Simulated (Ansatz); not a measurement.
Ga₄As₃P, ordered on the zincblende lattice (I-42m) with 8 atoms a cell at its r2SCAN geometry, run in Ansatz 0.2.0 at 2 levels of theory. Values at 0 K without nuclear motion; spin polarisation is off, and the phase may be a hypothetical one.

The r2SCAN input:
```yaml
crystal:
  lattice:
    - [-2.805887112, 2.805887112, 5.6106343001]
    - [2.805887112, -2.805887112, 5.6106343001]
    - [2.805887112, 2.805887112, -5.6106343001]
  atoms:
    - { symbol: P, position: [0.0, 0.0, 0.0] }
    - { symbol: Ga, position: [0.6333247871, 0.6333247871, 0.5123560538] }
    - { symbol: As, position: [0.25, 0.75, 0.5] }
    - { symbol: Ga, position: [0.8790312667, 0.3666752129, 0.0] }
    - { symbol: As, position: [0.5, 0.5, 0.0] }
    - { symbol: Ga, position: [0.1209687333, 0.1209687333, 0.4876439462] }
    - { symbol: As, position: [0.75, 0.25, 0.5] }
    - { symbol: Ga, position: [0.3666752129, 0.8790312667, 0.0] }
kpoints:
  mp_grid: { grid: [6, 6, 6] }
  band_path:
    path:
      - [0.0, 0.0, 0.0]
      - [0.0, 0.0, 0.5]
      - [0.25, 0.25, 0.25]
      - [0.0, 0.5, 0.0]
      - [0.5, 0.5, -0.5]
      - [0.3125253991, 0.6874746009, -0.3125253991]
      - [-0.3125253991, 0.3125253991, 0.3125253991]
      - [-0.1250507982, 0.1250507982, 0.5]
      - [0.5, 0.5, -0.1250507982]
    npoints: 1
hamiltonian:
  xc: r2scan
scf:
  occupations: { method: fixed }
  n_extra_bands: 6
output:
  forces: true
  stress: true
  eigenvalues: true
```

Main results, then, where recorded, the levels near the gap in eV from the Fermi energy (columns number the bands from 0), one row a point of the path (Γ, X, P, N, M, S, S₀, R, G):
```
Crystal: 8 atoms, lattice volume = 176.690 Å³
Symmetry: 8 space group operations
Space group: I-42m (ITA 121)
```
```
Basis set: ecut = 500 eV, 4493 PW (Γ)
k-points: 30 of 216 (time reversal used)
SCF converged after 8 iterations
Free energy (F): -30517.728044 eV
Fermi energy:    7.646893 eV
--- Forces (eV/Å), atoms counted from 1 ---
  atom   1  P       0.00000      0.00000      0.00000
  atom   2  Ga    -0.00039    -0.00039      0.00117
  atom   3  As      0.00000      0.00000      0.00000
  atom   4  Ga      0.00039    -0.00039    -0.00117
  atom   5  As      0.00000      0.00000      0.00000
  atom   6  Ga      0.00039      0.00039      0.00117
  atom   7  As      0.00000      0.00000      0.00000
  atom   8  Ga    -0.00039      0.00039    -0.00117
--- Stress (GPa, compression-positive) ---
       -0.003877       0.000000       0.000000
        0.000000      -0.003877       0.000000
        0.000000       0.000000      -0.004330
  P = ⅓ Tr σ = -0.0040 GPa (-0.040 kbar)
```
```tsv
band_46	band_47	band_48	band_49	band_50	band_51	band_52	band_53
-2.761	-2.761	-0.001	0.000	0.000	1.294	1.795	1.974
-1.323	-1.181	-1.120	-1.091	-1.027	1.503	1.520	3.070
-2.198	-1.350	-1.350	-1.087	-1.062	2.394	2.631	2.631
-2.481	-2.356	-2.291	-1.439	-1.201	3.360	3.459	3.644
-2.708	-1.844	-1.844	-1.613	-1.613	1.676	1.884	1.990
-2.917	-2.183	-2.161	-1.197	-1.074	1.985	3.203	3.378
-2.917	-2.183	-2.161	-1.197	-1.074	1.985	3.203	3.378
-1.706	-1.417	-1.411	-1.363	-1.127	1.915	1.961	3.791
-1.706	-1.417	-1.411	-1.363	-1.127	1.915	1.961	3.791
```

With r2SCAN the gap is 1.29 eV and direct, at Γ.

Task: In the first input these blocks are replaced (the band path and keys that only write files left aside):
```yaml
kpoints:
  mp_grid: { grid: [4, 4, 4] }
hamiltonian:
  xc: pbe0
```
What comes out?

Result:
```
Basis set: ecut = 420 eV, 3467 PW (Γ)
k-points: 13 of 64 (time reversal used)
Exchange kernel: α = 0.2500, full range, Wigner–Seitz truncation, v(0) = 17403.5883 eV·Å³, q-mesh 4×4×4
hybrid outer 1: dexx = +6.219e-2 eV, tail = 3.05e-4 eV
hybrid outer 2: dexx = +1.325e-5 eV, tail = 2.27e-7 eV, Δε = 4.17e-3 eV, ΔF = 4.86e-4 eV/Å
hybrid outer 3: dexx = +4.775e-9 eV, tail = 4.20e-9 eV, Δε = 8.39e-5 eV, ΔF = 1.65e-5 eV/Å
hybrid SCF converged: 3 outer / 14 inner (+4 warm-up)
Free energy (F): -30465.591716 eV
Fermi energy:    7.152784 eV
--- Forces (eV/Å), atoms counted from 1 ---
  atom   1  P       0.00000      0.00000      0.00000
  atom   2  Ga    -0.00010    -0.00010      0.00366
  atom   3  As      0.00000      0.00000      0.00000
  atom   4  Ga      0.00010    -0.00010    -0.00366
  atom   5  As      0.00000      0.00000      0.00000
  atom   6  Ga      0.00010      0.00010      0.00366
  atom   7  As      0.00000      0.00000      0.00000
  atom   8  Ga    -0.00010      0.00010    -0.00366
--- Stress (GPa, compression-positive) ---
        0.386372       0.000000       0.000000
        0.000000       0.386372       0.000000
        0.000000       0.000000       0.367933
  P = ⅓ Tr σ = 0.3802 GPa (3.802 kbar)
```
```tsv
band_46	band_47	band_48	band_49	band_50	band_51	band_52	band_53
-2.953	-2.953	-0.004	0.000	0.000	2.277	2.744	3.005
-1.415	-1.263	-1.188	-1.147	-1.087	2.517	2.529	4.187
-2.343	-1.442	-1.442	-1.151	-1.126	3.470	3.703	3.703
-2.662	-2.517	-2.444	-1.541	-1.268	4.518	4.593	4.767
-2.887	-1.972	-1.972	-1.719	-1.719	2.626	2.833	3.018
-3.132	-2.335	-2.308	-1.272	-1.143	2.988	4.260	4.553
-3.132	-2.335	-2.308	-1.272	-1.143	2.988	4.260	4.553
-1.817	-1.502	-1.492	-1.426	-1.188	2.929	2.973	4.985
-1.817	-1.502	-1.492	-1.426	-1.188	2.929	2.973	4.985
```
PBE0 gives a direct gap of 2.28 eV at Γ. The mean stress, +0.4 GPa, is small, and the program warns that its thresholds are loose for a hybrid's stress.

The hybrids run on coarser meshes, which limits their stresses and small splittings of levels.

Totals of different functionals can't be compared.

The runs are scalar-relativistic, without spin-orbit coupling.
